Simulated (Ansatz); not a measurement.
Values for one crystal, relaxed and computed with plane-wave PAW PBE (Ansatz code); other levels are named.

Volume per atom: 27.90 Å³
Band gap: 0.57 eV (smallest direct gap 0.58 eV)
Hole effective mass with spin–orbit coupling: 0.099, 0.099, 1.2 mₑ (principal values)
Pressure derivative B′: 4.5
Formation energy from the elements (no fitted shifts): -0.19 eV/atom
Electron effective mass with spin–orbit coupling: 0.047, 0.051, 0.051 mₑ (principal values)
Conduction-band minimum: at Γ

Which compound is it?
(A) InP, P4_2/mnm (In on 4g, P on 4f)
(B) BeSe, C2/c (Be on 4d, Se on 4e)
(C) GaP, zinc blende
(D) KTaO3, cubic perovskite

A, InP, P4_2/mnm (In on 4g, P on 4f)

The start of the workflow was typed in or built on a structure type; neither database checked (COD, Materials Project) lists it. It is not the phase usual at ambient conditions (space group No. 216). The PBE relaxation kept the symmetry of its start; whether a distortion lowers the energy is not shown. The volume moved by 25 % from the start of the relaxation. The references are the lowest solids computed at this level, not always the standard phases. Scalar-relativistic: spin–orbit coupling is off unless named, which matters more the heavier the elements.

Potentials: the later of the program's two PAW sets.
